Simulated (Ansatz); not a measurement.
YN:
```yaml
crystal:
  lattice:
    - [0.00000, 2.44795, 2.44795]
    - [2.44795, 0.00000, 2.44795]
    - [2.44795, 2.44795, 0.00000]
  atoms:
    - { symbol: Y, position: [0.00000, 0.00000, 0.00000] }
    - { symbol: N, position: [0.50000, 0.50000, 0.50000] }
```

Relaxed with r²SCAN.

Problem. Give the Bader charges and basin volumes of the independent atoms, plane-wave PAW r²SCAN (Ansatz code).

Solution. 

```json
[
 {"atom": "Y1", "Bader charge (e)": "+1.97", "Bader volume (Å³)": "13.0"},
 {"atom": "N2", "Bader charge (e)": "-1.97", "Bader volume (Å³)": "16.4"}
]
```

Space group Fm-3m (rock salt). The r²SCAN relaxation kept the symmetry of its start. The run is not spin-polarised.

Potentials: the earlier of the program's two PAW sets. The files were generated under PBE; for other functionals the program regenerates the frozen cores, and for LDA and PBEsol the local potential too.
